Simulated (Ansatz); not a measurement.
## KMnAg3C6N6: a ladder of calculations

Cell of run 1: a refined structure from the COD.

Space group P312 (No. 149); a = 6.8904, c = 8.1649 Å, γ = 120.00°.

```
site  Wyckoff  site symmetry       x       y       z
   K       1c            3.2  0.3333  0.6667  0.0000
  Mn       1a            3.2  0.0000  0.0000  0.0000
  Ag       3k            ..2  0.5047  0.0094  0.5000
   C       6l              1  0.3466  0.0044  0.2847
   N       6l              1  0.2571  0.9980  0.1658
```

One atom of each set is listed.

Relaxed positions (PBE, cell held):

K (0.3333, 0.6667, 0.0000)
Mn (0.0000, 0.0000, 0.0000)
Ag (0.5075, 0.0150, 0.5000)
C (0.3483, 0.0065, 0.2863)
N (0.2542, 0.9969, 0.1647)

All runs are DFT with Ansatz 0.2.0 (plane waves and PAW, scalar-relativistic unless spin–orbit coupling is named, Γ-centred meshes, Fermi–Dirac smearing where given) in this cell. Start moments of run 1 as typed (μB): 4 on each Mn, none on the rest.

Run 1: PBE, with a start moment, atoms as given; 420 eV, 5×5×4 k-points, smearing 0.05 eV.
Run 2: PBE, with a start moment, atoms relaxed; 420 eV, 5×5×4 k-points, smearing 0.05 eV.
Run 3: r2SCAN, with a start moment, at the relaxed atoms; 500 eV, 5×5×4 k-points, smearing 0.05 eV.

```csv
run,Ag V_zz (η),C V_zz (η),N V_zz (η),absolute moment (μB)
1,-28.2 (0.04),-5.85 (0.05),-6.94 (0.05),5.0
2,-28.6 (0.03),-5.71 (0.05),-6.42 (0.05),5.0
3,?,?,?,?
```

V_zz in 10²¹ V/m²; 3 of the 5 sets of like atoms are followed.

(1) Estimate the row of run 3.

Answers

(1) Ag: -32.9 (0.04); C: -6.15 (0.04); N: -6.84 (0.04); absolute moment (μB): 5.1. It lies nearest to run 2, from whose tensors on these sites it differs by 4.29 at most (largest principal value of the difference, on Ag). Taken one at a time, the functional (r2SCAN with its higher cutoff) moves the tensors on these sites by up to 4.29 (largest principal value of the change, on Ag), the positions of the atoms (as given or relaxed) by 0.56 (N).

Without spin–orbit coupling (the program notes it for Ag) the gradients are little affected as a rule: paired runs on crystals with a gap mostly move them by under 2 % at such atoms. The database entry as given showed forces above 3 eV/Å or a pressure above 30 GPa, though relaxing it moves no atom far. The magnetic order is the one that the run reached from its start moments, not necessarily the measured one. For runs 1, 2, 3: All moments are parallel here, as the start or the cell imposes; many such compounds order antiparallel, where fields and spin densities carried over to other atoms largely cancel. In run 3 the program didn't check the stability of the electronic state in full, so a lower one may lie near. In runs 1, 3 the atoms aren't at the calculated equilibrium (largest force 3.7, 0.90 eV/Å).
